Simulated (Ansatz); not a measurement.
Ca (bcc (W type), Im-3m) under volume change, plane-wave PAW LDA (Ansatz code), scaled uniformly.

| V (Å³/atom) | E − E(relaxed) (meV/atom) | P (GPa) |
|---|---|---|
| 34.107 | 20.8 | 2.12 |
| 35.232 | 8.8 | 1.31 |
| 36.356 | 2.1 | 0.61 |
| 37.481 | 0.0 | 0.00 |
| 38.605 | 1.9 | -0.52 |
| 39.729 | 7.2 | -0.98 |
| 40.854 | 15.5 | -1.37 |

Q: What does a third-order Birch–Murnaghan fit give for V₀, B₀ and B′?

A: V₀ = 37.49 Å³/atom, B₀ = 18.8 GPa, B′ = 3.8.

This is a known high-temperature phase of the composition, computed here at zero pressure and temperature. The LDA relaxation kept the symmetry of its start; whether a distortion lowers the energy is not shown.

Potentials: the earlier of the program's two PAW sets.
